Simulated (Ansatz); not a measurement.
# MgZn₂: computed property card

MgZn₂:
```yaml
crystal:
  lattice:
    - [5.13575, 0.00000, 0.00000]
    - [-2.56788, 4.44769, 0.00000]
    - [0.00000, 0.00000, 8.33634]
  atoms:
    - { symbol: Mg, position: [0.33333, 0.66667, 0.06270] }
    - { symbol: Mg, position: [0.66667, 0.33333, 0.93730] }
    - { symbol: Mg, position: [0.66667, 0.33333, 0.56270] }
    - { symbol: Mg, position: [0.33333, 0.66667, 0.43730] }
    - { symbol: Zn, position: [0.00000, 0.00000, 0.00000] }
    - { symbol: Zn, position: [0.00000, 0.00000, 0.50000] }
    - { symbol: Zn, position: [0.16965, 0.33930, 0.75000] }
    - { symbol: Zn, position: [0.83035, 0.66070, 0.25000] }
    - { symbol: Zn, position: [0.83035, 0.16965, 0.25000] }
    - { symbol: Zn, position: [0.16965, 0.83035, 0.75000] }
    - { symbol: Zn, position: [0.66070, 0.83035, 0.75000] }
    - { symbol: Zn, position: [0.33930, 0.16965, 0.25000] }
```

Space group P6_3/mmc (No. 194); conventional cell a = 5.1358 Å, b = 5.1358 Å, c = 8.3363 Å, α = 90.00°, β = 90.00°, γ = 120.00°.

Method: DFT-PBEsol in the program Ansatz with PAW potentials. Structure relaxed to zero pressure with the same functional. Other levels are named where they apply.

**Cell and energy**

| Quantity | Result |
|---|---|
| Volume per atom | 15.87 Å³ |
| Density | 5.41 g/cm³ |
| Formation energy from the elements (no fitted shifts) | -0.15 eV/atom |

**Electronic structure**

| Item | Value |
|---|---|
| Electronic character | metallic (no gap) |
| Density of states at the Fermi level | 0.21 states/eV per atom (mean over ±0.08 eV) |

**Mechanics**

| Quantity | Value |
|---|---|
| Bulk modulus (Birch–Murnaghan fit) | 73.8 GPa |
| Pressure derivative B′ | 4.8 |
| Elastic constants (relaxed ions, GPa) | C11 = 120, C12 = 56.5, C13 = 40.4, C33 = 148, C44 = 32.2 |
| Mechanical stability | stable (all eigenvalues of C positive) |
| Hill bulk and shear moduli | 73.7 and 35.4 GPa |
| Young's modulus | 91.4 GPa |
| Poisson's ratio | 0.29 |
| Debye temperature from the elastic constants | 338 K |

**Phonons**

| Property | Result |
|---|---|
| Highest zone-centre frequency | 269 cm^-1 |
| Zone-centre stability | no imaginary mode at Γ |

The first step of the workflow began from a Materials Project structure, measured or hypothetical; the Crystallography Open Database copy checked does not list it. Whether it is the stable phase at ambient conditions was not checked. Symmetry was held in the PBEsol relaxation. As this level gives no gap, shear constants depend on the k-mesh and smearing (Fermi–Dirac, 0.1 eV here). As this level gives no gap, phonon frequencies hold no LO–TO term and depend on the k-mesh and smearing (Fermi–Dirac, 0.1 eV here). Axis ratios of metals converge slowly with the k-mesh, so a and c are less sure than the volume. On the denser mesh and wider smearing of the elastic run this cell carries a stress of 0.7 GPa. The references are the lowest solids computed at this level, not always the standard phases.

Potentials: the later of the program's two PAW sets.
